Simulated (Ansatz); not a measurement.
## Data sheet: SnGeO$_{3}$ (DFT)

SnGeO₃:
```xyz
5
Lattice="3.6321 0.0000 0.0000 0.0000 3.6321 0.0000 0.0000 0.0000 4.6669" Properties=species:S:1:pos:R:3 pbc="T T T"
Ge     1.8161     1.8161     2.3046
Sn     0.0000     0.0000     0.1227
O      1.8161     1.8161     4.0494
O      1.8161     0.0000     1.6759
O      0.0000     1.8161     1.6759
```

Space group P4mm (No. 99); conventional cell a = 3.6321 Å, b = 3.6321 Å, c = 4.6669 Å, α = 90.00°, β = 90.00°, γ = 90.00°.

Method: the program Ansatz at the PBEsol level (PAW). Geometry: relaxed at this level of theory. Other levels are named where they apply.

### Cell and energy

```json
{
 "volume_per_atom": "12.31 Å³",
 "density": "6.46 g/cm³",
 "Formation energy from the elements (no fitted shifts)": "-1.37 eV/atom"
}
```

### Electronic structure

```json
{
  "electronic_character": "metallic (no gap)",
  "Density of states at the Fermi level": "0.11 states/eV per atom (mean over ±0.08 eV)",
  "Gap with spin–orbit coupling": "none (metallic)"
}
```

### Mechanics

```json
{
 "Bulk modulus (Birch–Murnaghan fit)": "82.7 GPa",
 "Pressure derivative B′": "5.3"
}
```

### Phonons

```json
{
 "highest_zone_centre_frequency": "696 cm⁻¹",
 "zone_centre_stability": "no imaginary mode at Γ"
}
```

A made-up cell: these elements were put on the sites of a structure type; neither database checked (COD, Materials Project) lists it. Whether it is the stable phase at ambient conditions was not checked. Symmetry was held in the PBEsol relaxation. As this level gives no gap, phonon frequencies hold no LO–TO term and depend on the k-mesh and smearing (Fermi–Dirac, 0.1 eV here). The references are the lowest solids computed at this level, not always the standard phases (solids in place of the gases). Spin–orbit coupling is left out wherever it is not named.

Potentials: the later of the program's two PAW sets.
